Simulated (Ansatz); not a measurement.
# Relaxing scandium (bcc)

Computed with DFT, BLYP, plane waves (420 eV) with PAW, scalar-relativistic (Ansatz). (PAW data from PBE, frozen cores regenerated.)

k-point mesh 12×12×12, Fermi-Dirac smearing 0.1 eV, no spin polarisation. Cell and atoms relax.

Starting structure:

```yaml
crystal:
  lattice:
    - [-1.8420678645, 1.8420678645, 1.8420678645]
    - [1.8420678645, -1.8420678645, 1.8420678645]
    - [1.8420678645, 1.8420678645, -1.8420678645]
  atoms:
    - { symbol: Sc, position: [0.0, 0.0, 0.0] }
hamiltonian:
  xc: blyp
  pseudopotentials:
    kind: paw
    azcp:
      Sc: "pseudopotentials/Sc.paw.azcp"
basis:
  ecutwfc: 420
  fft_grid_basis: typed
kpoints:
  mp_grid: { grid: [12, 12, 12], shift: [0, 0, 0] }
magnetization:
  spin_polarized: false
scf:
  occupations: { method: fermi_dirac, width: 0.1 }
relax:
  max_steps: 60
  f_tol: 0.01
  cell: {}
output:
  write_density: true
  write_potential: true
  elf: true
  volumetric_format: npy
```

Question: What cell does the relaxation end in?

Answer: Im-3m with a = 3.696 Å; 25.24 Å³ per atom against 25.00 at the start (1.0 %).

Question: How much energy does the relaxation gain?

Answer: 0.3 meV per atom.
